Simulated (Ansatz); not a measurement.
Nb$_{3}$In (A15 (Cr3Si type), Pm-3n), DFT-PBE in the program Ansatz with PAW potentials, all energies at zero smearing, with the estimated change up to a 700 eV cutoff added, with one set of potentials and settings (totals compare only within such a set). Cell of 8 atoms (6 Nb, 2 In): -38509.568 eV.

```json
[
 {"element": "Nb", "reference phase": "Im-3m, 1 atoms in the cell", "E (eV/atom)": "-4552.3152"},
 {"element": "In", "reference phase": "I4/mmm, 1 atoms in the cell", "E (eV/atom)": "-5597.9156"}
]
```

Formation energy per atom, worked out: (-38509.568 − 6×(-4552.3152) − 2×(-5597.9156))/8 = 0.019 eV/atom (2 kJ per mol of atoms), at 0 K, without zero-point energy or fitted corrections.

The first step of the workflow began from a Materials Project structure, measured or hypothetical; the Crystallography Open Database files this formula in space group No. 223, but the cells were not matched. Whether it is the stable phase at ambient conditions was not checked. The cell was relaxed with PBE under the symmetry of its start; whether a distortion lowers the energy is not shown. No spin polarisation was allowed. The references are the lowest solids computed at this level, not always the standard phases.

Potentials: the earlier of the program's two PAW sets.
